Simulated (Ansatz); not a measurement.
Several occupations of a fcc lattice at one composition, 2 Cu, 4 Au, 10 Rh. Sites, in fractions of the cell -3.893 3.893 -3.893; 3.893 3.893 3.893; 3.893 -3.893 -3.893 Å:

| cell | sites |
| --- | --- |
| all | Rh (0.00 0.75 0.25), Rh (0.25 0.25 0.50), Rh (0.75 0.00 0.25) |
| 1 | Au (0.00 0.50 0.50), Au (0.50 0.25 0.25), Au (0.75 0.50 0.75), Au (0.75 0.75 0.50), Cu (0.25 0.50 0.25), Cu (0.75 0.25 0.00), Rh (0.00 0.00 0.00), Rh (0.00 0.25 0.75), Rh (0.25 0.00 0.75), Rh (0.25 0.75 0.00), Rh (0.50 0.00 0.50), Rh (0.50 0.50 0.00), Rh (0.50 0.75 0.75) |
| 2 | Au (0.00 0.00 0.00), Au (0.00 0.25 0.75), Au (0.00 0.50 0.50), Au (0.50 0.50 0.00), Cu (0.25 0.00 0.75), Cu (0.75 0.50 0.75), Rh (0.25 0.50 0.25), Rh (0.25 0.75 0.00), Rh (0.50 0.00 0.50), Rh (0.50 0.25 0.25), Rh (0.50 0.75 0.75), Rh (0.75 0.25 0.00), Rh (0.75 0.75 0.50) |
| 3 | Au (0.50 0.00 0.50), Au (0.50 0.50 0.00), Au (0.50 0.75 0.75), Au (0.75 0.25 0.00), Cu (0.00 0.50 0.50), Cu (0.25 0.75 0.00), Rh (0.00 0.00 0.00), Rh (0.00 0.25 0.75), Rh (0.25 0.00 0.75), Rh (0.25 0.50 0.25), Rh (0.50 0.25 0.25), Rh (0.75 0.50 0.75), Rh (0.75 0.75 0.50) |

Each was relaxed without symmetry on coarser meshes and computed once more. The calculation used Ansatz 0.2.0, DFT PBE, scalar-relativistic, plane waves, PAW.

Cutoff 420 eV; k points 6×6×6 on the computed 16-atom cell (Γ-centred); Gaussian smearing, width 0.10 eV; no spin polarisation.

Warren–Cowley parameters of the first shell of the sublattice with most elements (negative: unlike neighbours preferred):
```tsv
cell	Au-Rh	Cu-Rh	Au-Cu
1	0.00	-0.07	0.00
2	-0.13	-0.07	-0.33
3	-0.10	-0.13	0.17
```

Forces of up to 0.07 eV/Å remain on the final mesh.

Which occupation is lowest in energy, and by how much?

Cells 1, 2 are lowest, within 8 meV/atom of each other and so too close to rank here.
```json
{"cell": "1", "E − E(lowest) (meV/atom)": "0.0", "V (Å³/atom)": "14.81"}
{"cell": "2", "E − E(lowest) (meV/atom)": "5.8", "V (Å³/atom)": "14.79"}
{"cell": "3", "E − E(lowest) (meV/atom)": "10.3", "V (Å³/atom)": "14.80"}
```

The final mesh leaves forces up to 0.07 eV/Å and stresses up to 0.5 GPa: the relaxation ran on a coarser mesh, so the cell's shape, its bonds and its energy belong partly to that mesh.

Spin–orbit coupling is left out, which can shift energies with elements as heavy as these.

Cost: 6 runs of about 2.1 core-hours in all (earlier runs that led there not counted), on Arm Neoverse N1 (shared hosts).